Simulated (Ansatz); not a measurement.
**Compressing YTe**

The calculation used DFT PBEsol, scalar-relativistic, plane waves, PAW (Ansatz 0.2.0). (420 eV cutoff, 12×12×10 k-mesh, Gaussian smearing of 0.10 eV, collinear spin)

Reference structure (relaxed):

```xyz
2
Lattice="4.0477 0.0000 0.0000 -2.0238 3.5054 0.0000 0.0000 0.0000 3.9973" Properties=species:S:1:pos:R:3 pbc="T T T"
Y     0.0000    2.3369    0.0000
Te    2.0238    1.1685    1.9987
```

Cell and atoms are relaxed at each pressure within the symmetry of the start, at zero temperature, so transitions that lower the symmetry aren't seen. The k-mesh given is that at zero pressure and may differ at others. a, b and c are the lengths of the cell vectors above.

```
P (GPa) V (Å³/atom) V/V0  a (Å) b (Å) c (Å)
     -1        28.81  1.016  4.074  4.074  4.009
      0        28.36  1.000  4.048  4.048  3.997
      1        27.93  0.985  4.022  4.022  3.987
      4        26.81  0.946  3.955  3.955  3.959
     12        24.65  0.869  3.818  3.818  3.905
     25        22.33  0.788  3.658  3.658  3.855
```

Problem. What bulk modulus and pressure derivative fit these points?

Solution. A third-order Birch–Murnaghan fit gives B0 = 65 GPa and B0' = 4.0.

Problem. Which cell vector or vectors give way most up to 25 GPa?

Solution. a and b: the changes are a -9.6 %, b -9.6 %, c -3.6 %.